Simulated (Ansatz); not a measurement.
A generator proposed this cell of ZrTlF3.

```xyz
10
Lattice="5.7938 0.0000 0.0000 0.0000 5.7938 0.0000 0.0000 0.0000 4.0968" Properties=species:S:1:pos:R:3 pbc="T T T"
Zr    0.0000    0.0000    3.9836
Zr    2.8969    2.8969    3.9836
Tl    2.8969    0.0000    1.9352
Tl    0.0000    2.8969    1.9352
F     1.6786    1.2183    0.0000
F     1.2183    4.1152    0.0000
F     0.0000    0.0000    2.0484
F     4.1152    4.5755    0.0000
F     4.5755    1.6786    0.0000
F     2.8969    2.8969    2.0484
```

Method: Ansatz, DFT PBE, scalar-relativistic, plane waves, PAW. Settings: cutoff 420 eV, Γ-centred mesh 4×4×4 on the computed 10-atom cell, Gaussian smearing of 0.10 eV; no spin polarisation.

Formation energies are uncorrected and refer to the elements' standard structures at the same level (F₂ as a molecule).

Task: What does a single point on this coarse mesh give?

Result: The pressure is 28.9 GPa (the mean over three directions, positive in compression), the largest force is 2.38 eV/Å, and the energy is −1.97 eV/atom against the elements. The shortest distance is 1.94 Å.

Task: Is it a good guess?

Result: A rough one: relaxing gains about 0.32 eV/atom (the start's value is from the coarse mesh, so the gain is rough) in 16 ionic steps and ends at −2.29 eV/atom on the finer mesh. The symmetry goes from P4bm (No. 100) to Pm-3m (No. 221), and the primitive cell from 10 to 5 atoms. The end has the cubic perovskite type. The volume per atom grows by 27.1 %, from 13.8 to 17.5 Å³. The shortest distance goes from 1.94 Å (Zr–F) to 2.22 Å (Zr–F). Conventional cell: a = 4.437 Å. Zr has 6 F at 2.22 Å; around Tl lie 12 F at 3.14 Å (long against the sum of covalent radii); F has 2 Zr at 2.22 Å, 4 Tl at 3.14 Å and 8 F at 3.14 Å.

The last run used collinear spin, an 8×8×8 mesh for its 5-atom cell and Gaussian smearing of 0.10 eV. Spin–orbit coupling, which can matter for Tl, is left out. Another magnetic order may lie lower. The relaxation can't lower the symmetry of the start, and the grade says only how near the guess is to its own end. A structure relaxed within its symmetry needn't be a true minimum.
